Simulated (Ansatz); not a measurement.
**Is this Y2TaN3 structure stable?**

The cell was found from a structure generator's guess, not taken from experiment.

All numbers below come from Ansatz, DFT PBE, scalar-relativistic, plane waves, PAW. The final run on the 6-atom cell used 420 eV, a Γ-centred 12×12×6 mesh, 0.10 eV smearing and no spin polarisation.

```
CELL_PARAMETERS angstrom
3.31946 0.00000 0.00000
-1.65973 2.87474 0.00000
0.00000 0.00000 8.18312
ATOMIC_POSITIONS crystal
Y 0.33333 0.66667 0.67444
Y 0.66667 0.33333 0.32556
Ta 0.00000 0.00000 0.00000
N 0.00000 0.00000 0.50000
N 0.33333 0.66667 0.14187
N 0.66667 0.33333 0.85813
```

Energies over the elements count from the elements' standard structures at the same level (N₂ as a molecule), with no fitted energy shifts.

Q: These tests were run: energy against the elements; random kick, then relaxation without symmetry; phonons on a 3×3×1 q mesh; elastic tensor. What do they show?

A:

| test | result |
| --- | --- |
| energy against the elements | −1.46 eV/atom |
| random kick, then relaxation without symmetry | returns |
| phonons on a 3×3×1 q mesh | no imaginary mode on the mesh |
| elastic tensor | least eigenvalue 114 GPa |

It fails none of these tests. Whether a mixture of other phases lies lower isn't tested here.

Spin–orbit coupling, which can matter for Ta, is left out. The kick test ran on a coarse mesh. The run for the phonons used a 12×12×6 k mesh and Fermi–Dirac smearing of 0.15 eV. The run for the elastic tensor used a 12×12×6 k mesh and Fermi–Dirac smearing of 0.15 eV.
